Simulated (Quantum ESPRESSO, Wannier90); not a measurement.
# TiTe2 (P-3m1): Wannier90 run

Structure: Materials Project mp-1907, symmetrised, not relaxed again. COD (Crystallography Open Database) has an entry of this formula and space group (matched by these alone). Computed values, not measurements, from PBEsol: Quantum ESPRESSO (norm-conserving PseudoDojo potentials, cutoff 68 Ry, spinors with spin-orbit coupling) on a Γ-centred 6×6×4 mesh, then Wannier90. Density: 12×12×6 mesh, cold smearing 0.01 Ry. The cell is built of weakly bound layers, chains or molecules, whose nearest atoms lie 4.02 Å apart. Database cells relaxed without dispersion often hold them too far apart, which can enlarge gaps and weakens couplings between them; spacing and stacking were not compared with the measured crystal.

```
begin unit_cell_cart
ang
    3.8242099959    0.0000000000    0.0000000000
   -1.9121049980    3.3118630059    0.0000000000
    0.0000000000    0.0000000000    6.7182500000
end unit_cell_cart
mp_grid = 6 6 4
```

Task: Which shells of neighbouring k-points and which b-vectors and weights does Wannier90 pick for this cell and mesh?

Result: 
```
 *---------------------------------- K-MESH ----------------------------------*
 +----------------------------------------------------------------------------+
 |                    Distance to Nearest-Neighbour Shells                    |
 |                    ------------------------------------                    |
 |          Shell             Distance (Ang^-1)          Multiplicity         |
 |          -----             -----------------          ------------         |
 |             1                   0.233810                      2            |
 |             2                   0.316196                      6            |
 |             3                   0.393252                     12            |
 |             4                   0.467621                      2            |
 |             5                   0.547667                      6            |
 |             6                   0.564490                     12            |
 |             7                   0.595489                     12            |
 |             8                   0.632392                      6            |
       ... (lines left out)
 +----------------------------------------------------------------------------+
 | The b-vectors are chosen automatically                                     |
 | The following shells are used:                       1,  2                 |
 +----------------------------------------------------------------------------+
 |                        Shell   # Nearest-Neighbours                        |
 |                        -----   --------------------                        |
 |                          1               2                                 |
 |                          2               6                                 |
 +----------------------------------------------------------------------------+
 | Completeness relation is fully satisfied [Eq. (B1), PRB 56, 12847 (1997)]  |
 +----------------------------------------------------------------------------+
 |                  b_k Vectors (Ang^-1) and Weights (Ang^2)                  |
 |                  ----------------------------------------                  |
 |            No.         b_k(x)      b_k(y)      b_k(z)        w_b           |
 |            ---        --------------------------------     --------        |
 |             1         0.000000    0.000000    0.233810     9.146240        |
 |             2         0.000000    0.000000   -0.233810     9.146240        |
 |             3         0.000000    0.316196    0.000000     3.334005        |
 |             4         0.273834    0.158098    0.000000     3.334005        |
 |             5         0.000000   -0.316196    0.000000     3.334005        |
 |             6         0.273834   -0.158098    0.000000     3.334005        |
 |             7        -0.273834   -0.158098    0.000000     3.334005        |
 |             8        -0.273834    0.158098    0.000000     3.334005        |
```
